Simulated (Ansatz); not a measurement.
LiCl:
```
LiCl
1.0
    0.00000     2.57514     2.57514
    2.57514     0.00000     2.57514
    2.57514     2.57514     0.00000
Li Cl
1 1
Direct
  0.00000   0.00000   0.00000
  0.50000   0.50000   0.50000
```

Relaxed with PBE.

Which orbitals make up the states near the band edges in PBE (plane waves, PAW; program Ansatz)?

Top 1 eV of the valence band: Cl 3p 98 %. Bottom 1 eV of the conduction band: Li 2s 40 %, Cl 3s 12 %, outside the projected shells 43 %. Projections are on Löwdin-orthogonalised atomic valence shells; empty p or d shells of many metals are not among them.

Tabulate the density of states.

States/eV per cell of 2 atoms, in 0.25 eV bins, energy from the valence-band maximum.

| E (eV) | total | Cl 3p | Li 2s | Cl 3s |
|---|---|---|---|---|
| -7.90 | 0.00 | 0.00 | 0.00 | 0.00 |
| -7.65 | 0.00 | 0.00 | 0.00 | 0.00 |
| -7.40 | 0.00 | 0.00 | 0.00 | 0.00 |
| -7.15 | 0.00 | 0.00 | 0.00 | 0.00 |
| -6.90 | 0.00 | 0.00 | 0.00 | 0.00 |
| -6.65 | 0.00 | 0.00 | 0.00 | 0.00 |
| -6.40 | 0.00 | 0.00 | 0.00 | 0.00 |
| -6.15 | 0.00 | 0.00 | 0.00 | 0.00 |
| -5.90 | 0.00 | 0.00 | 0.00 | 0.00 |
| -5.65 | 0.00 | 0.00 | 0.00 | 0.00 |
| -5.40 | 0.00 | 0.00 | 0.00 | 0.00 |
| -5.15 | 0.00 | 0.00 | 0.00 | 0.00 |
| -4.90 | 0.00 | 0.00 | 0.00 | 0.00 |
| -4.65 | 0.00 | 0.00 | 0.00 | 0.00 |
| -4.40 | 0.00 | 0.00 | 0.00 | 0.00 |
| -4.15 | 0.00 | 0.00 | 0.00 | 0.00 |
| -3.90 | 0.00 | 0.00 | 0.00 | 0.00 |
| -3.65 | 0.00 | 0.00 | 0.00 | 0.00 |
| -3.40 | 0.00 | 0.00 | 0.00 | 0.00 |
| -3.15 | 0.00 | 0.00 | 0.00 | 0.00 |
| -2.90 | 0.03 | 0.03 | 0.00 | 0.00 |
| -2.65 | 1.21 | 1.10 | 0.09 | 0.00 |
| -2.40 | 3.06 | 2.80 | 0.21 | 0.02 |
| -2.15 | 1.80 | 1.61 | 0.15 | 0.02 |
| -1.90 | 1.21 | 1.10 | 0.07 | 0.02 |
| -1.65 | 1.49 | 1.41 | 0.05 | 0.01 |
| -1.40 | 1.60 | 1.53 | 0.03 | 0.01 |
| -1.15 | 1.77 | 1.71 | 0.02 | 0.01 |
| -0.90 | 3.19 | 3.10 | 0.04 | 0.01 |
| -0.65 | 3.20 | 3.15 | 0.02 | 0.00 |
| -0.40 | 3.34 | 3.30 | 0.01 | 0.00 |
| -0.15 | 2.07 | 2.06 | 0.00 | 0.00 |
| 0.10 | 0.04 | 0.04 | 0.00 | 0.00 |
| 0.35 | 0.00 | 0.00 | 0.00 | 0.00 |
| 0.60 | 0.00 | 0.00 | 0.00 | 0.00 |
| 0.85 | 0.00 | 0.00 | 0.00 | 0.00 |
| 1.10 | 0.00 | 0.00 | 0.00 | 0.00 |
| 1.35 | 0.00 | 0.00 | 0.00 | 0.00 |
| 1.60 | 0.00 | 0.00 | 0.00 | 0.00 |
| 1.85 | 0.00 | 0.00 | 0.00 | 0.00 |
| 2.10 | 0.00 | 0.00 | 0.00 | 0.00 |
| 2.35 | 0.00 | 0.00 | 0.00 | 0.00 |
| 2.60 | 0.00 | 0.00 | 0.00 | 0.00 |
| 2.85 | 0.00 | 0.00 | 0.00 | 0.00 |
| 3.10 | 0.00 | 0.00 | 0.00 | 0.00 |
| 3.35 | 0.00 | 0.00 | 0.00 | 0.00 |
| 3.60 | 0.00 | 0.00 | 0.00 | 0.00 |
| 3.85 | 0.00 | 0.00 | 0.00 | 0.00 |
| 4.10 | 0.00 | 0.00 | 0.00 | 0.00 |
| 4.35 | 0.00 | 0.00 | 0.00 | 0.00 |
| 4.60 | 0.00 | 0.00 | 0.00 | 0.00 |
| 4.85 | 0.00 | 0.00 | 0.00 | 0.00 |
| 5.10 | 0.00 | 0.00 | 0.00 | 0.00 |
| 5.35 | 0.00 | 0.00 | 0.00 | 0.00 |
| 5.60 | 0.00 | 0.00 | 0.00 | 0.00 |
| 5.85 | 0.00 | 0.00 | 0.00 | 0.00 |
| 6.10 | 0.00 | 0.00 | 0.00 | 0.00 |
| 6.35 | 0.01 | 0.00 | 0.01 | 0.00 |
| 6.60 | 0.05 | 0.00 | 0.03 | 0.01 |
| 6.85 | 0.18 | 0.01 | 0.07 | 0.02 |
| 7.10 | 0.44 | 0.02 | 0.16 | 0.04 |
| 7.35 | 0.66 | 0.04 | 0.25 | 0.06 |
| 7.60 | 0.71 | 0.04 | 0.26 | 0.05 |
| 7.85 | 0.93 | 0.04 | 0.35 | 0.05 |
| 8.10 | 2.01 | 0.06 | 0.74 | 0.05 |
| 8.35 | 1.61 | 0.06 | 0.61 | 0.05 |
| 8.60 | 1.11 | 0.03 | 0.36 | 0.02 |
| 8.85 | 0.66 | 0.01 | 0.14 | 0.00 |
| 9.10 | 0.56 | 0.01 | 0.10 | 0.00 |
| 9.35 | 2.70 | 0.03 | 0.24 | 0.00 |
| 9.60 | 2.28 | 0.03 | 0.25 | 0.00 |
| 9.85 | 2.12 | 0.04 | 0.21 | 0.01 |
| 10.10 | 2.34 | 0.04 | 0.16 | 0.01 |
| 10.35 | 2.05 | 0.03 | 0.12 | 0.01 |
| 10.60 | 1.60 | 0.03 | 0.10 | 0.01 |
| 10.85 | 1.26 | 0.03 | 0.15 | 0.01 |
| 11.10 | 1.92 | 0.07 | 0.33 | 0.02 |

Space group Fm-3m (rock salt). Symmetry was held in the PBE relaxation; phonons on a q-mesh show no instability.

Potentials: the later of the program's two PAW sets.
